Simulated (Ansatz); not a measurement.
Question: Tc (dhcp (α-La type), P6_3/mmc) is relaxed with PBE in the plane-wave PAW code Ansatz. What lattice parameters of the conventional cell result?

Answer: a = 2.751 Å, c = 8.814 Å.

The workflow started from a Materials Project entry (that database holds measured and hypothetical structures alike). Its sites differ from those of the usual phase in this space group: another stacking or structure type. Symmetry was held in the PBE relaxation; whether a distortion lowers the energy is not shown. The run is not spin-polarised. Axis ratios of metals converge slowly with the k-mesh, so a and c are less sure than the volume.

Potentials: the later of the program's two PAW sets.
